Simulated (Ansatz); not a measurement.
## Ca₄Sc₃BiB₄O₁₆: ¹¹B NMR of the central transition

Cell: a measured structure from the Crystallography Open Database (COD), relaxed with PBE at fixed cell and then changed (atom 8 (Sc) replaced by Bi, ions relaxed).

```cif
data_Ca4Sc3BiB4O16
_symmetry_space_group_name_H-M 'Pm'
_symmetry_Int_Tables_number 6
_cell_length_a 9.4320
_cell_length_b 3.3636
_cell_length_c 10.2830
_cell_angle_alpha 90.000
_cell_angle_beta 90.000
_cell_angle_gamma 90.000
loop_
_atom_site_label
_atom_site_type_symbol
_atom_site_symmetry_multiplicity
_atom_site_Wyckoff_symbol
_atom_site_fract_x
_atom_site_fract_y
_atom_site_fract_z
Ca1 Ca 1 a 0.8434 0.0000 0.5862
Ca2 Ca 1 b 0.3304 0.5000 0.9168
Ca3 Ca 1 a 0.6624 0.0000 0.0900
Ca4 Ca 1 b 0.1501 0.5000 0.4083
Sc5 Sc 1 b 0.5795 0.5000 0.3808
Sc6 Sc 1 a 0.0750 0.0000 0.1056
Sc7 Sc 1 b 0.9122 0.5000 0.8964
Bi Bi 1 a 0.4163 0.0000 0.6067
B9 B 1 b 0.8710 0.5000 0.3019
B10 B 1 a 0.3660 0.0000 0.1954
B11 B 1 b 0.6437 0.5000 0.8077
B12 B 1 a 0.1232 0.0000 0.7069
O13 O 1 a 0.6259 0.0000 0.4911
O14 O 1 b 0.1090 0.5000 0.9955
O15 O 1 a 0.8858 0.0000 0.0099
O16 O 1 b 0.3819 0.5000 0.4654
O17 O 1 b 0.7406 0.5000 0.2397
O18 O 1 a 0.2362 0.0000 0.2578
O19 O 1 b 0.7632 0.5000 0.7313
O20 O 1 a 0.2451 0.0000 0.7803
O21 O 1 a 0.4947 0.0000 0.2612
O22 O 1 b 0.9950 0.5000 0.2307
O23 O 1 a 0.9931 0.0000 0.7675
O24 O 1 b 0.5084 0.5000 0.7582
O25 O 1 b 0.8829 0.5000 0.4353
O26 O 1 a 0.3736 0.0000 0.0614
O27 O 1 b 0.6617 0.5000 0.9407
O28 O 1 a 0.1298 0.0000 0.5713
```

One atom of each set is listed; the run and its k-mesh use a cell of 28 atoms with edges of 10.28, 3.36, 9.43 Å.

Computed with Ansatz: DFT, PBE, plane waves and PAW, scalar-relativistic, 420 eV cutoff, Γ-centred 2×6×3 k-points, Fermi–Dirac smearing 0.02 eV.

¹¹B has I = 3/2 and Q = 40.59 mb (Pyykkö 2018); at 7.05 T its Larmor frequency is ν₀ = 96.3 MHz. Only the quadrupole interaction is simulated: positions count from each site's isotropic chemical shift, and J coupling is left out, as are shift anisotropy and dipolar coupling, which fast spinning averages.

Question: Give C_Q, η, the quadrupolar product P_Q = |C_Q|(1 + η²/3)^½, the second-order isotropic shift and the breadth of the pattern (fast magic-angle spinning) for each B site.

Answer: 

```
site         first shell  C_Q (MHz)     η  P_Q (MHz)  δ_QIS (ppm)  breadth (kHz)
  B9  3 O at 1.38–1.39 Å       2.57  0.09       2.57        -17.8           3.78
 B10  3 O at 1.38–1.39 Å       2.56  0.09       2.57        -17.8           3.76
 B11  3 O at 1.37–1.38 Å       2.48  0.07       2.48        -16.5           3.49
 B12  3 O at 1.38–1.40 Å       2.56  0.03       2.56        -17.7           3.69
```

δ_QIS = −(ν_Q²/30ν₀²)[I(I+1) − 3/4](1 + η²/3) × 10⁶ ppm with ν_Q = 3|C_Q|/[2I(2I−1)]; it falls as 1/B₀² in ppm, and the breadth as 1/B₀ in kHz.

At B9, B10, B11 and B12 V_zz stands upright on the plane through its three neighbours (within 1°) in each case.

The substituted crystal keeps its parent's cell, where the PBE pressure is 7 GPa, so with PBE the cell would grow if it were relaxed.

The relaxation (10 steps) took 6.8 min of wall time (13 min of CPU time) and 1.2 GiB at its peak, on 2 threads of Intel Xeon Processor @ 2.50GHz (Skylake/Cascade Lake) (x86_64; 62 cores open to the job, memory cap 5.0 GiB, no GPU), a shared host with a load of 0.8 a core.
